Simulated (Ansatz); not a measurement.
**Property card for HfO₂**

HfO2:
```
CELL_PARAMETERS angstrom
      5.22824     0.00000     0.00000
      0.00000     5.01722     0.00000
      0.00000     0.00000     5.04153
ATOMIC_POSITIONS crystal
  Hf 0.03290 0.26756 0.24230
  Hf 0.96710 0.73244 0.74230
  Hf 0.46710 0.26756 0.74230
  Hf 0.53290 0.73244 0.24230
  O  0.36799 0.07173 0.37991
  O  0.63201 0.92827 0.87991
  O  0.13201 0.07173 0.87991
  O  0.86799 0.92827 0.37991
  O  0.73402 0.45967 0.49079
  O  0.26598 0.54033 0.99079
  O  0.76598 0.45967 0.99079
  O  0.23402 0.54033 0.49079
```

Space group Pca2_1 (No. 29); conventional cell a = 5.228 Å, b = 5.017 Å, c = 5.042 Å, α = β = γ = 90.00°.

Method: DFT-PBEsol in the program Ansatz with PAW potentials. Structure relaxed to zero pressure with the same functional. Other levels are named where they apply.

Cell and energy:

```yaml
volume_per_atom: 11.02 Å³
density: 10.57 g/cm³
Formation energy from the elements (no fitted shifts): -3.50 eV/atom
```

Electronic structure:

```yaml
band_gap: 4.34 eV (indirect)
valence_band_maximum: on the Y–Γ line, 96 % of the way from Y (k = 0.000, -0.021, 0.000 in fractions of the reciprocal vectors)
conduction_band_minimum: off the standard path, at k = (0.266, -0.500, 0.354) in fractions of the reciprocal vectors
smallest_direct_gap_on_the_standard_path: 4.56 eV
electron_effective_mass: 1.3, 1.7, 5.1 mₑ (principal values)
hole_effective_mass: 1.0, 1.9, 17 mₑ (principal values)
HSE06 gap on the PBEsol cell: 6.10 eV
Gap with spin–orbit coupling: 4.29 eV
```

Mechanics:

```yaml
Elastic constants (relaxed ions, GPa): C11 = 396, C22 = 400, C33 = 390, C12 = 155, C13 = 119, C23 = 132, C44 = 91.7, C55 = 93.1, C66 = 135
mechanical_stability: stable (all eigenvalues of C positive)
hill_bulk_and_shear_moduli: 222 and 114 GPa
Young's modulus: 292 GPa
Poisson's ratio: 0.28
debye_temperature_from_the_elastic_constants: 490 K
Piezoelectric stress constants (proper, relaxed ions, C/m²): e15 = -0.23, e24 = 0.67, e31 = -1.53, e32 = -1.40, e33 = -1.33
```

Dielectric response:

```yaml
Electronic dielectric constant ε∞ (DFPT): 5.05 (xx), 5.30 (yy), 5.05 (zz)
Static dielectric constant ε0 (ions relaxed, cell fixed): 19.9 (xx), 24.7 (yy), 22.2 (zz)
Born charges (a third of the trace): Hf +5.23, O -2.65 to -2.58 e
Largest static χ(2) component: 16 pm/V
```

Phonons:

```yaml
Highest zone-centre frequency (without LO–TO term): 725 cm⁻¹
zone_centre_stability: no imaginary mode at Γ
```

The PBEsol relaxation kept the symmetry of its start. The run is not spin-polarised. Signs of piezoelectric constants follow the polarity of the cell as given. The references are the lowest solids computed at this level, not always the standard phases (solids in place of the gases). Scalar-relativistic: spin–orbit coupling is off unless named, which matters more the heavier the elements.

Potentials: the later of the program's two PAW sets.
